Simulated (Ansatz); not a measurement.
**Straining TaBeB**

The calculation used DFT r2SCAN, scalar-relativistic, plane waves, PAW (Ansatz 0.2.0). (500 eV cutoff, 15×15×14 k-mesh, Gaussian smearing of 0.10 eV, no spin polarisation)

The relaxed crystal:

```xyz
3
Lattice="3.2464 0.0000 0.0000 -1.6232 2.8115 0.0000 0.0000 0.0000 3.2443" Properties=species:S:1:pos:R:3 pbc="T T T"
Ta    0.0000    1.8743    0.0000
Be    1.6232    0.9372    1.6222
B     0.0000    0.0000    1.6222
```

Deformation: c alone is stretched, the rest of the cell is held and the atoms relax, all within the symmetry that the strain leaves. Energies are extrapolated to zero smearing. Stress is positive in compression, on the Cartesian axes of the cell above.

Spin–orbit coupling is left out, which can shift energies with elements as heavy as these.

```csv
strain (%),ΔE (meV/atom),a (Å),b (Å),c (Å),σxx (GPa),σyy (GPa),σzz (GPa)
-4.5,34.7,3.246,3.246,3.098,6.68,6.68,25.82
-3.0,15.1,3.246,3.246,3.147,4.16,4.16,16.65
-1.5,3.7,3.246,3.246,3.196,1.93,1.93,8.06
+0.0,0.0,3.246,3.246,3.244,-0.01,-0.01,0.00
+1.5,3.5,3.246,3.246,3.293,-1.77,-1.77,-7.35
+3.0,13.4,3.246,3.246,3.342,-3.30,-3.30,-14.21
+4.5,29.5,3.246,3.246,3.390,-4.59,-4.59,-20.66
```